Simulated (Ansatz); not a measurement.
CaNi₂ (cubic Laves (MgCu2 type), Fd-3m), plane-wave PAW r²SCAN (Ansatz code), all energies at zero smearing, with the estimated change up to a 700 eV cutoff added, with one set of potentials and settings (totals compare only within such a set). Cell of 6 atoms (2 Ca, 4 Ni): -27025.245 eV.

```
element                             reference phase  E (eV/atom)
-------  ------------------------------------------  -----------
Ca                       Fm-3m, 1 atoms in the cell   -1821.6752
Ni       Fm-3m, 1 atoms in the cell, spin-polarised   -5845.2912
```

Formation energy per atom, worked out: (-27025.245 − 2×(-1821.6752) − 4×(-5845.2912))/6 = -0.122 eV/atom (-12 kJ per mol of atoms), at 0 K, without zero-point energy or fitted corrections.

The workflow started from a Materials Project entry (that database holds measured and hypothetical structures alike); the Crystallography Open Database copy checked does not list it. Whether it is the stable phase at ambient conditions was not checked. The cell was relaxed with r²SCAN under the symmetry of its start; its stability against distortions is not shown here. Magnetic state: ferromagnetic, the only order run, not a proven ground state. Other orbital occupations within this spin state were not tried. The references are the lowest solids computed at this level, not always the standard phases.

Potentials: the later of the program's two PAW sets.
